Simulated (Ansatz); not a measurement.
Consider the following.

VO2:
```
CELL_PARAMETERS angstrom
      9.26071     0.00000     0.00000
      0.00000     2.81058     0.00000
      0.00000     0.00000     4.80155
ATOMIC_POSITIONS crystal
  V  0.63705 0.25000 0.41571
  V  0.36295 0.75000 0.58429
  V  0.86295 0.75000 0.91571
  V  0.13705 0.25000 0.08429
  O  0.52199 0.75000 0.28716
  O  0.47801 0.25000 0.71284
  O  0.97801 0.25000 0.78716
  O  0.02199 0.75000 0.21284
  O  0.23147 0.75000 0.87028
  O  0.76853 0.25000 0.12972
  O  0.26853 0.25000 0.37028
  O  0.73147 0.75000 0.62972
```
The run is spin-polarised.

This is the PBEsol-relaxed structure.

Problem. All from PBEsol in the plane-wave PAW code Ansatz, unless another level is named. Estimate the magnetic order.

Solution. ferromagnetic.

Problem. What about the Bader charges?

Solution. V +2.06, O -1.06 to -1.01 e.

Space group Pnma. The workflow started from a Materials Project entry (that database holds measured and hypothetical structures alike); the Crystallography Open Database copy checked does not list it. COD files the formula under space group No. 10, 12, 14, 136. Whether it is the stable phase at ambient conditions was not checked. The PBEsol relaxation kept the symmetry of its start; whether a distortion lowers the energy is not shown. Spin order of the final state: ferromagnetic, chosen from 4 collinear starts compared on coarse meshes (ties went to the first, and starts can fall back to one state), not a proven ground state. No Hubbard U is applied.

Potentials: the later of the program's two PAW sets.
